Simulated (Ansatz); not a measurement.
# One input, then a changed one: SnTe (rocksalt type)

First run: DFT, PBEsol, PAW with Ansatz's default frozen-core files, scalar-relativistic (Ansatz 0.2.0).

Command: `ansatz run input.yaml --threads 1 --pin off --max-ram 2048MiB --backend cpu --events-out ev --progress --plain --runs-dir out` It took 2.5 s on 1 thread of Intel(R) Xeon(R) Platinum 8488C (Sapphire Rapids), with other jobs on the host, peak memory 0.4 GiB.

```yaml
crystal:
  lattice:
    - [0.0, 2.7088480152, 2.7088480152]
    - [2.7088480152, 0.0, 2.7088480152]
    - [2.7088480152, 2.7088480152, 0.0]
  atoms:
    - { symbol: Sn, position: [0.0, 0.0, 0.0] }
    - { symbol: Te, position: [0.5, 0.5, 0.5] }
kpoints:
  mp_grid: { grid: [11, 11, 11] }
scf:
  occupations: { method: fermi_dirac, width: 0.08 }
hamiltonian:
  xc: pbesol
  pseudopotentials: { kind: paw }
output:
  forces: true
  stress: true
  eigenvalues: true
  populations: true
```

The cell comes from a relaxation on PAW files under the same functional, begun from a prototype that needn't be the stable phase.

This run: volume at 0.64 of the series' base cell.

It converges in 8 SCF iterations at a pressure of 56.3 GPa, cutoff 420 eV.

The input is then changed:

```diff
 scf:
-  occupations: { method: fermi_dirac, width: 0.08 }
+  occupations: { method: tetrahedron }
 hamiltonian:
   pseudopotentials: { kind: paw }
+  dispersion: d3bj
 output:
```

**Question.** Predict the outcome of the changed run.

**Answer.** It converges in 9 SCF iterations, cutoff 420 eV. More than one line changes, and not each need have an effect. Results part of its log:
```
Warning: output.forces, output.stress, relax.cell or npt_langevin: where a Kohn–Sham band that disperses or a degenerate level is filled in part under the method tetrahedron, the forces or the stress that this run publishes need not agree with its energy (scf.occupations.method in the input reference, under Limitations); prefer a smearing scheme for the forces or the stress
SCF 1 converged in 9 iterations: F = -12850.467155 eV  dr2 = 1.94e-9
  greatest PAW one-centre occupation: 0.999 electrons in one spin orbital (limit 2), on the Te atom at site 1 (counted from 0), in its partial waves of l = 2
SCF converged after 9 iterations
Stability not checked: this state was not tested for a lower state beside it, because cold or Methfessel-Paxton smearing, or corrected tetrahedra, fill the levels in a way that the test cannot read (fill_not_monotonic; see scf.lower_state_search)
Free energy (F): -12850.467155 eV
Harris-Foulkes:  -12850.467155 eV  (|F-HF|=2.64e-9)
Internal energy: -12850.467147 eV  (E = F + TS)
E sigma→0 (E₀):  -12850.467155 eV
Entropy (-TS):   -0.000008 eV (-0.004 meV/atom)
Fermi energy:    18.136191 eV
--- Per-component energies (eV) ---
  E_band       = -142.786568
  E_kinetic    = 385.215077
  E_local      = -1424.232952  (includes V_loc(G=0)·N_el)
  E_nonlocal   = -336.701388
  E_hartree    = 1089.578314
  E_xc         = -511.279824
  E_vxc        = -212.333009  (∫ρ·V_xc dr)
  E_paw        = -8649.629841  (= ΣΔE_a)
  E_vpaw       = -733.893398  (= ΣTr[D̂ρ^β])
  E_aug_tail   = -0.000214  (compensation charges beyond the density's cutoff)
  E_ewald      = -3402.842008
  E_disp       = -1.233965  (pairwise vdW)
  E_core_change = 0.659655  (= ΣΔE_core)
  E_smearing   = -0.000008  (= −TS)
  E_closure    = 0.000000  (closes the sum)
  Σ components = -12850.467155   (vs F -12850.467155, Δ=0.00e0)
--- Forces (eV/Å), atoms counted from 1 ---
  atom   1  Sn    -0.00000000     0.00000000     0.00000000
  atom   2  Te     0.00000000    -0.00000000     0.00000000
  max |Σ_I F_I| component: 9.14e-30 eV/Å
--- Stress (GPa, compression-positive) ---
       51.620733       0.000000      -0.000000
       -0.000000      51.620733       0.000000
        0.000000      -0.000000      51.620733
  P = ⅓ Tr σ = 51.6207 GPa (516.207 kbar)
--- Band table (eV; the first three rows and the last of 56) ---
  k-point 0: bands = ["-20.4798", "-20.4798", "-20.4527", "-20.4527", "-20.4527", "-4.4854", "-4.4854", "-4.4429", "-4.4429", "-4.4429", "0.9037", "14.6256", "14.6256", "14.6256", "16.1536", "21.9935", "21.9935", "21.9935", "22.3048"]
  k-point 1: bands = ["-20.4795", "-20.4795", "-20.4524", "-20.4522", "-20.4522", "-4.4899", "-4.4899", "-4.4432", "-4.4403", "-4.4403", "1.0268", "13.2779", "14.6392", "14.6392", "17.2049", "21.2752", "21.5190", "21.5190", "22.1502"]
  k-point 2: bands = ["-20.4785", "-20.4785", "-20.4518", "-20.4507", "-20.4507", "-4.5031", "-4.5031", "-4.4441", "-4.4322", "-4.4322", "1.3931", "11.3428", "14.6942", "14.6942", "18.0319", "20.2978", "20.2978", "20.7535", "22.1197"]
  k-point 55: bands = ["-20.4805", "-20.4740", "-20.4494", "-20.4473", "-20.4409", "-4.6218", "-4.5090", "-4.4346", "-4.4212", "-4.3763", "4.9223", "8.2959", "9.6653", "10.4620", "17.2346", "19.3648", "21.7708", "22.7010", "26.3760"]
--- Löwdin populations: 2 sites ---
  site symbol       q [e]
     0     Sn     14.1874
     1     Te     15.6791
  spilling = 0.004450 (of n_electrons = 30.000000)
```
